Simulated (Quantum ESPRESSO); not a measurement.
# Band energies of CuI

```
CELL_PARAMETERS angstrom
      4.01543     0.00000     0.00000
      0.00000     4.01543     0.00000
      0.00000     0.00000     6.21402
ATOMIC_POSITIONS crystal
  Cu 0.50000 0.50000 0.00000
  Cu 0.00000 0.00000 0.00000
  I  0.50000 0.00000 0.27620
  I  0.00000 0.50000 0.72380
```

PBEsol (Quantum ESPRESSO, PseudoDojo norm-conserving, 92 Ry, without SOC); path ΓXMΓZRAZ,XR,MA; energies in eV from the valence-band maximum.

```
k (1/Å)  point  band 22  band 23  band 24  band 25  band 26  band 27  band 28  band 29
-------  -----  -------  -------  -------  -------  -------  -------  -------  -------
0.00         Γ    -1.54    -1.26    -1.06     0.00     0.00     1.39     3.01     3.30
0.56              -1.92    -1.24    -1.23    -0.90    -0.29     3.31     3.60     3.86
0.78         X    -2.06    -1.33    -1.33    -0.59    -0.59     3.73     3.73     4.61
1.12              -1.92    -1.45    -1.45    -1.05    -1.05     3.32     3.32     3.88
1.56         M    -1.83    -1.82    -1.82    -1.22    -1.22     2.24     2.24     2.40
1.68              -1.82    -1.74    -1.73    -1.22    -1.21     2.27     2.40     2.46
2.23              -1.78    -1.20    -0.89    -0.89    -0.78     3.09     3.11     4.24
2.67         Γ    -1.54    -1.26    -1.06     0.00     0.00     1.39     3.01     3.30
2.92              -1.48    -1.42    -1.26    -0.25    -0.25     2.24     3.13     3.47
3.18         Z    -1.40    -1.40    -1.26    -0.53    -0.53     3.36     3.44     3.49
3.47              -1.63    -1.32    -1.01    -0.75    -0.50     3.12     3.21     4.47
3.96         R    -2.06    -0.82    -0.82    -0.54    -0.54     1.97     1.97     5.15
4.45              -1.88    -1.65    -1.65    -0.90    -0.90     3.38     3.38     4.05
4.74         A    -1.93    -1.82    -1.82    -1.07    -1.07     4.05     4.05     4.16
5.02              -1.83    -1.72    -1.53    -1.07    -0.81     3.32     3.44     4.18
5.48              -1.74    -1.25    -1.10    -1.09    -0.35     3.30     3.99     4.00
5.85         Z    -1.40    -1.40    -1.26    -0.53    -0.53     3.36     3.44     3.49
5.85         X    -2.06    -1.33    -1.33    -0.59    -0.59     3.73     3.73     4.61
6.35         R    -2.06    -0.82    -0.82    -0.54    -0.54     1.97     1.97     5.15
6.35         M    -1.83    -1.82    -1.82    -1.22    -1.22     2.24     2.24     2.40
6.86         A    -1.93    -1.82    -1.82    -1.07    -1.07     4.05     4.05     4.16
```

The PBEsol gap is direct, 1.39 eV at Γ.

Spin-orbit coupling is left out, which matters for elements this heavy: edges can move by tenths of an eV. The filled Cu 3d shell has no Hubbard U; semilocal functionals place it too high.

Geometry relaxed with PBE+D3(BJ).

This is not the ordinary phase of the substance; no match was found in the copy of COD used, and its stability was not checked.
